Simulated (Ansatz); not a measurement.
In plane-wave PAW PBE+D3(BJ) (Ansatz code), BP in the hexagonal phase (P6_3/mmc; B on 2c, P on 2d) relaxes to a = 3.200 Å, c = 7.591 Å. B has 3 nearest neighbours from 1.85 Å (trigonal planar); P has 3 nearest neighbours from 1.85 Å (trigonal planar). Its formation energy from the elements is 0.040 eV/atom, with no fitted shifts.

The Kohn–Sham gap is 0.55 eV (indirect). The valence maximum lies on the K–Γ line, 14 % of the way from K and the conduction minimum at M (3 equivalent valleys). The electron mass is 0.21, 1.5, 3.9 mₑ (principal values). The hole mass is 0.12, 1.6, 1.7 mₑ (principal values).

An equation-of-state fit gives a bulk modulus of 15.1 GPa.

The start of the workflow was typed in or built on a structure type; neither database checked (COD, Materials Project) lists it. It is not the phase usual at ambient conditions (space group No. 216). The PBE+D3(BJ) relaxation kept the symmetry of its start; its stability against distortions is not shown here. The references are the lowest solids computed at this level, not always the standard phases.

Potentials: the earlier of the program's two PAW sets.
